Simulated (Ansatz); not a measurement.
Sb:
Space group I-43m (No. 217); a = b = c = 6.955 Å, α = β = γ = 90.00°

```csv
atom,site,symmetry,x,y,z
Sb,8c,.3m,0.1445,0.1445,0.1445
```
(The calculation used a cell of 4 atoms; values per cell refer to that cell.)

Relaxed with r²SCAN+D4.

Which orbitals make up the states near the band edges in DFT-r²SCAN+D4 in the program Ansatz with PAW potentials?

Top 1 eV of the valence band: Sb 5p 94 %. Bottom 1 eV of the conduction band: Sb 5p 96 %. Projections are on Löwdin-orthogonalised atomic valence shells; empty p or d shells of many metals are not among them.

Tabulate the density of states.

States/eV per cell of 4 atoms, in 0.25 eV bins, energy from the valence-band maximum.

```
E (eV)  total  Sb 5p  Sb 5s  Sb 4d
------  -----  -----  -----  -----
-7.85    6.89   1.53   5.33   0.01
-7.60    6.12   1.07   5.02   0.01
-7.35    6.04   0.80   5.20   0.01
-7.10    4.43   0.45   3.95   0.00
-6.85    0.00   0.00   0.00   0.00
-6.60    0.00   0.00   0.00   0.00
-6.35    0.00   0.00   0.00   0.00
-6.10    0.00   0.00   0.00   0.00
-5.85    0.00   0.00   0.00   0.00
-5.60    0.00   0.00   0.00   0.00
-5.35    0.00   0.00   0.00   0.00
-5.10    0.00   0.00   0.00   0.00
-4.85    0.00   0.00   0.00   0.00
-4.60    0.00   0.00   0.00   0.00
-4.35    0.00   0.00   0.00   0.00
-4.10    0.00   0.00   0.00   0.00
-3.85    0.00   0.00   0.00   0.00
-3.60    0.00   0.00   0.00   0.00
-3.35    0.29   0.24   0.05   0.00
-3.10    3.32   2.73   0.52   0.00
-2.85    2.81   2.31   0.45   0.00
-2.60    1.23   1.02   0.19   0.00
-2.35    3.28   3.01   0.23   0.00
-2.10    3.30   2.96   0.29   0.00
-1.85    3.74   3.41   0.28   0.00
-1.60    3.64   3.32   0.28   0.00
-1.35    3.76   3.36   0.33   0.00
-1.10    3.41   3.13   0.23   0.00
-0.85    5.28   4.88   0.33   0.00
-0.60    7.29   6.87   0.32   0.01
-0.35    6.19   5.88   0.23   0.00
-0.10    0.45   0.45   0.00   0.00
0.15     0.00   0.00   0.00   0.00
0.40     0.00   0.00   0.00   0.00
0.65     0.00   0.00   0.00   0.00
0.90     0.00   0.00   0.00   0.00
1.15     0.00   0.00   0.00   0.00
1.40     0.24   0.24   0.00   0.00
1.65     0.87   0.84   0.00   0.00
1.90     2.22   2.13   0.01   0.00
2.15     2.51   2.39   0.03   0.00
2.40     4.49   4.08   0.19   0.00
2.65     5.55   4.95   0.32   0.00
2.90     3.56   3.26   0.13   0.00
3.15     3.71   3.41   0.12   0.00
3.40     4.83   4.30   0.24   0.00
3.65     3.14   2.76   0.15   0.00
3.90     3.48   3.08   0.15   0.00
4.15     2.92   2.58   0.14   0.00
4.40     3.01   2.62   0.13   0.00
4.65     2.67   2.21   0.14   0.00
4.90     3.20   2.57   0.14   0.00
5.15     1.28   1.02   0.06   0.00
5.40     0.30   0.25   0.02   0.00
5.65     0.08   0.00   0.00   0.00
5.90     0.56   0.02   0.00   0.00
```

The start of the workflow was typed in or built on a structure type; neither database checked (COD, Materials Project) lists it. It is not the phase usual at ambient conditions (space group No. 166). The cell was relaxed with r²SCAN+D4 under the symmetry of its start; its stability against distortions is not shown here. The volume moved by 16 % from the start of the relaxation. Spin–orbit coupling is left out wherever it is not named.

Potentials: the earlier of the program's two PAW sets.
